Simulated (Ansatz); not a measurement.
Ansatz (a first-principles code) input:

Ansatz 0.2 input:
```yaml
crystal:
  lattice:
    - [4.307258095, 0.0, 0.0]
    - [0.0, 4.307258095, 0.0]
    - [0.0, 0.0, 4.307258095]
  atoms:
    - { symbol: Rh, position: [0.0, 0.0, 0.0] }
    - { symbol: Zr, position: [0.5, 0.5, 0.0] }
    - { symbol: Zr, position: [0.5, 0.0, 0.5] }
    - { symbol: Zr, position: [0.0, 0.5, 0.5] }
    - { symbol: H, position: [0.5, 0.5, 0.5] }
kpoints:
  mp_grid: { grid: [17, 17, 17] }
hamiltonian:
  xc: pbesol
  pseudopotentials: { azcp: { folder: ./paw }, kind: paw }
scf:
  occupations: { method: fermi_dirac, width: 0.1 }
elastic: { mode: relaxed_ion, stencil: two_point, amplitude: 0.005, f_tol: 0.0005 }
```

Output (shortened):

```
Pseudopotential: Rh, paw, valence charge 17
Pseudopotential: Zr, paw, valence charge 12
Pseudopotential: H, paw, valence charge 1
Functional definition: PBEsol
Crystal: 5 atoms, lattice volume = 79.910 Å³
Basis set: ecut = 420 eV, 1551 PW (Γ), exchange–correlation on 60×60×60 points (8 copies of the dense FFT grid, shifted against one another)
Bands: 33, of which v1, the nominal top of the filled ones, is band 27 counted from 1 (26 counted from 0)
Symmetry: 48 space group operations
Space group: Pm-3m (ITA 221), of the structure as read, at distance tolerance 4.3e-5 Å
k-points: 165 of 4913
the search or the solves at the SCF's close seem to have found levels that the self-consistency loop had missed (the run counts 1) …
SCF 1 converged in 13 iterations: F = -18742.012689 eV  dr2 = 2.84e-14
Crystal: 5 atoms, lattice volume = 79.511 Å³
Symmetry: 16 space group operations
k-points: 405 of 4913
SCF 2 converged in 10 iterations: F = -18742.011218 eV  dr2 = 2.07e-15
Crystal: 5 atoms, lattice volume = 80.310 Å³
Basis set: ecut = 420 eV, 1559 PW (Γ), exchange–correlation on 60×60×60 points (8 copies of the dense FFT grid, shifted against one another)
SCF 3 converged in 7 iterations: F = -18742.012548 eV  dr2 = 8.00e-14
Crystal: 5 atoms, lattice volume = 79.910 Å³
Basis set: ecut = 420 eV, 1555 PW (Γ), exchange–correlation on 60×60×60 points (8 copies of the dense FFT grid, shifted against one another)
Symmetry: 8 space group operations
k-points: 729 of 4913
SCF 4 converged in 9 iterations: F = -18742.012748 eV  dr2 = 2.50e-15
Crystal: 5 atoms, lattice volume = 79.910 Å³
SCF 5 converged in 7 iterations: F = -18742.012748 eV  dr2 = 1.30e-14
SCF converged after 13 iterations
Free energy (F): -18742.012689 eV
Harris-Foulkes:  -18742.012689 eV  (|F-HF|=3.64e-12)
Internal energy: -18741.830588 eV  (E = F + TS)
E sigma→0 (E₀):  -18741.921639 eV
Entropy (-TS):   -0.182100 eV (-36.420 meV/atom)
Fermi energy:    16.016844 eV
--- Per-component energies (eV) ---
  E_band       = -385.238980
  E_kinetic    = 1505.374511
  E_local      = -3612.732432  (includes V_loc(G=0)·N_el)
  E_nonlocal   = 531.982174
  E_hartree    = 1291.216573
  E_xc         = -672.774868
  E_vxc        = -814.486147  (∫ρ·V_xc dr)
  E_paw        = -12271.195361  (= ΣΔE_a)
  E_vpaw       = -577.809810  (= ΣTr[D̂ρ^β])
  E_aug_tail   = -0.000414  (compensation charges beyond the density's cutoff)
  E_ewald      = -5514.474136
  E_core_change = 0.773363  (= ΣΔE_core)
  E_smearing   = -0.182100  (= −TS)
  E_closure    = 0.000000  (closes the sum)
  Σ components = -18742.012689   (vs F -18742.012689, Δ=0.00e0)
--- Forces (eV/Å), atoms counted from 1 ---
  atom   1  Rh     0.00000000     0.00000000     0.00000000
  atom   2  Zr     0.00000000     0.00000000     0.00000000
  atom   3  Zr     0.00000000     0.00000000     0.00000000
  atom   4  Zr     0.00000000     0.00000000     0.00000000
  atom   5  H      0.00000000     0.00000000     0.00000000
  max |Σ_I F_I| component: 0.0 eV/Å
--- Stress (GPa, compression-positive) ---
        0.265081       0.000000       0.000000
        0.000000       0.265081       0.000000
        0.000000       0.000000       0.265081
  P = ⅓ Tr σ = 0.2651 GPa (2.651 kbar)
--- Band table (eV; the first three rows and the last of 165) ---
  k-point 0: bands = ["-61.9172", "-32.4727", "-32.2072", "-32.2072", "-29.8185", "-29.8185", "-29.8185", "-11.0011", "-11.0011", "-11.0011", "-10.2973", "-10.2973", "-10.2973", "-9.9780", "-9.9780", "-9.9780", "7.4887", "10.6459", "12.1963", "12.1963", …
  k-point 1: bands = ["-61.9172", "-32.4708", "-32.2093", "-32.2072", "-29.8185", "-29.8185", "-29.8184", "-10.9964", "-10.9964", "-10.9943", "-10.2991", "-10.2991", "-10.2983", "-9.9891", "-9.9818", "-9.9818", "7.5242", "10.6819", "12.2184", "12.2234", …
  k-point 2: bands = ["-61.9172", "-32.4651", "-32.2153", "-32.2071", "-29.8184", "-29.8184", "-29.8181", "-10.9826", "-10.9826", "-10.9741", "-10.3048", "-10.3048", "-10.3012", "-10.0214", "-9.9926", "-9.9926", "7.6279", "10.7885", "12.2834", "12.3024", …
  k-point 164: bands = ["-61.9171", "-32.2949", "-32.2926", "-32.2926", "-29.8198", "-29.8198", "-29.8197", "-11.5170", "-10.8520", "-10.8506", "-10.8506", "-10.0493", "-10.0493", "-9.9615", "-9.9615", "-9.9603", "11.5314", "12.2306", "12.3015", "12.3015", …
--- Elastic constants: 2 strain directions × 2 members + reference (group order 48) ---
  dense FFT box of the reference and of every strained cell: 30×30×30
  strains applied: 11, 23; error gains: componentwise 1.00 (the most a stress slope's error grows in a printed constant), spectral 1.73 (1 for all six strains …
  C = ∂σ_k/∂η_j (tension-positive GPa; Voigt order 11 22 33 23 13 12):
       129.256    139.863    139.863      0.000      0.000      0.000
       139.863    129.256    139.863      0.000      0.000      0.000
       139.863    139.863    129.256      0.000      0.000      0.000
         0.000      0.000      0.000     -9.749      0.000      0.000
         0.000      0.000      0.000      0.000     -9.749      0.000
         0.000      0.000      0.000      0.000      0.000     -9.749
  reference stress σ⁰ (GPa):     -0.265     -0.265     -0.265      0.000      0.000      0.000
  moduli (Voigt/Reuss/Hill, GPa): K = 136.33/136.33/136.33   G = -7.97/-7.30/-7.64   E = -23.34   ν = 0.529
  mechanically stable: NO (min eigenvalue of sym C = -10.61 GPa)
  strain η (Voigt 11):  stress-route row diagonal C_11 = 129.26 GPa, energy-path curvature d²(F+E_count+ΔE)/dδ²/Ω₀ = 129.07 GPa
         δ    σ_11 (GPa)             F (eV)   n_scf  n_hpsi   n_pw
    -5.000e-3      -0.9168      -18742.0112175      10  248928   1572   relax 0 steps, max|allowed force component| 0.0 eV/Å
     5.000e-3       0.3758      -18742.0125478       7  203116   1590   relax 0 steps, max|allowed force component| 0.0 eV/Å
  strain η (Voigt 23):  stress-route row diagonal C_44 = -9.75 GPa, energy-path curvature d²(F+E_count+ΔE)/dδ²/Ω₀ = -9.60 GPa
         δ    σ_23 (GPa)             F (eV)   n_scf  n_hpsi   n_pw
    -5.000e-3       0.0487      -18742.0127475       9  447285   1582   relax 0 steps, max|allowed force component| 0.0 eV/Å
     5.000e-3      -0.0487      -18742.0127475       7  356545   1582   relax 0 steps, max|allowed force component| 0.0 eV/Å
```

Cost: roughly 5 core-minutes on shared cores.

The start of the workflow was typed in or built on a structure type; neither database checked (COD, Materials Project) lists it. Its standing as an ambient phase is unchecked. Symmetry was held in the PBEsol relaxation. At this level the phase is mechanically unstable. The run is not spin-polarised. As this level gives no gap, shear constants depend on the k-mesh and smearing (Fermi–Dirac, 0.1 eV here). Scalar-relativistic: spin–orbit coupling is off unless named, which matters more the heavier the elements.

Potentials: the earlier of the program's two PAW sets. The files were generated under PBE; for other functionals the program regenerates the frozen cores, and for LDA and PBEsol the local potential too.

Ansatz is a plane-wave DFT program.
